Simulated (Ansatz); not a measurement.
PdSeO4:
```yaml
crystal:
  lattice:
    - [3.89253, 3.20828, 0.00000]
    - [-3.89253, 3.20828, 0.00000]
    - [-1.16772, 0.00000, 7.60312]
  atoms:
    - { symbol: Pd, position: [0.00000, 0.50000, 0.50000] }
    - { symbol: Pd, position: [0.50000, 0.00000, 0.00000] }
    - { symbol: Se, position: [0.06611, 0.06611, 0.25000] }
    - { symbol: Se, position: [0.93389, 0.93389, 0.75000] }
    - { symbol: O, position: [0.88364, 0.25611, 0.71103] }
    - { symbol: O, position: [0.11636, 0.74389, 0.28897] }
    - { symbol: O, position: [0.25611, 0.88364, 0.78897] }
    - { symbol: O, position: [0.74389, 0.11636, 0.21103] }
    - { symbol: O, position: [0.19881, 0.23240, 0.42651] }
    - { symbol: O, position: [0.80119, 0.76760, 0.57349] }
    - { symbol: O, position: [0.23240, 0.19881, 0.07349] }
    - { symbol: O, position: [0.76760, 0.80119, 0.92651] }
```

Relaxed with PBEsol. Special points in fractions of this cell's reciprocal vectors: Γ (0.000, 0.000, 0.000); C (0.424, 0.424, 0.000); C2 (-0.424, 0.576, 0.000); Y2 (-0.500, 0.500, 0.000); M2 (-0.500, 0.500, 0.500); D (-0.397, 0.603, 0.500); D2 (0.397, 0.397, 0.500); A (0.000, 0.000, 0.500); L2 (0.000, 0.500, 0.500); V2 (0.000, 0.500, 0.000).

Problem. List the band energies nearest the valence-band maximum at these points for plane-wave PAW PBEsol (Ansatz code).

Solution. In eV from the valence-band maximum; about four levels below and three above (degenerate sets whole), none deeper than 8.9 eV; points with the same levels are listed once.

| k | below | above |
|---|---|---|
| Γ | -0.67 -0.45 -0.19 -0.07 | 1.86 1.98 1.99 |
| C | -0.52 -0.50 -0.42 -0.02 | 1.51 1.60 2.83 |
| Y2 | -0.49 -0.49 -0.42 0.00 | 1.49 1.60 2.85 |
| M2 | -0.42 -0.42 -0.27 -0.27 | 1.37 1.37 3.51 3.51 |
| D | -0.42 -0.42 -0.27 -0.27 | 1.41 1.41 3.42 3.42 |
| A | -0.45 -0.45 -0.28 -0.28 | 1.90 1.90 2.40 2.40 |
| L2 | -0.50 -0.40 -0.30 -0.14 | 1.42 1.93 2.70 |
| V2 | -0.47 -0.41 -0.25 -0.21 | 1.45 1.94 2.57 |

Space group C2/c. The first step of the workflow began from a Materials Project structure, measured or hypothetical; the Crystallography Open Database copy checked does not list it. Whether it is the stable phase at ambient conditions was not checked. The PBEsol relaxation kept the symmetry of its start; whether a distortion lowers the energy is not shown. No spin polarisation was allowed. Spin–orbit coupling is left out wherever it is not named.

Potentials: the later of the program's two PAW sets.
